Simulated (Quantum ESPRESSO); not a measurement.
Kohn-Sham bands of KI (rock salt)

```
KI
1.0
    0.00000     3.54243     3.54243
    3.54243     0.00000     3.54243
    3.54243     3.54243     0.00000
K I
1 1
Direct
  0.00000   0.00000   0.00000
  0.50000   0.50000   0.50000
```

Cell from Materials Project (mp-22898), symmetrised, no further relaxation. COD (Crystallography Open Database) has the formula in 2 space groups, this one among them (matched by group alone). Level: PBEsol, spinors with spin-orbit coupling; pw.x of Quantum ESPRESSO at 60 Ry with PseudoDojo potentials, 6×6×6 k-points, Wannier90. Density: 8×8×8 mesh, cold smearing 0.01 Ry.

Question: List the Kohn-Sham levels between −8 and 6.5 eV relative to the valence-band maximum at the high-symmetry points, as a band run of pw.x on that density gives them (levels within 2 meV counted together).

Answer: 
```json
[
 {"point": "Γ", "k (reciprocal lattice)": "0.000 0.000 0.000", "levels (eV)": "-1.03 (×2), 0.00 (×4), 3.47 (×2), 6.11 (×4), 6.13 (×2)"},
 {"point": "X", "k (reciprocal lattice)": "0.500 0.000 0.500", "levels (eV)": "-1.62 (×2), -0.76 (×2), -0.40 (×2), 4.52 (×2), 5.34 (×2)"},
 {"point": "U", "k (reciprocal lattice)": "0.625 0.250 0.625", "levels (eV)": "-1.62 (×2), -0.88 (×2), -0.54 (×2), 5.19 (×2), 6.21 (×2)"},
 {"point": "K", "k (reciprocal lattice)": "0.375 0.375 0.750", "levels (eV)": "-1.62 (×2), -0.88 (×2), -0.54 (×2), 5.19 (×2), 6.21 (×2)"},
 {"point": "L", "k (reciprocal lattice)": "0.500 0.500 0.500", "levels (eV)": "-1.85 (×2), -0.83 (×2), -0.36 (×2), 5.05 (×2)"},
 {"point": "W", "k (reciprocal lattice)": "0.500 0.250 0.750", "levels (eV)": "-1.61 (×2), -0.80 (×2), -0.70 (×2), 5.97 (×2), 6.09 (×2), 6.24 (×2)"}
]
```
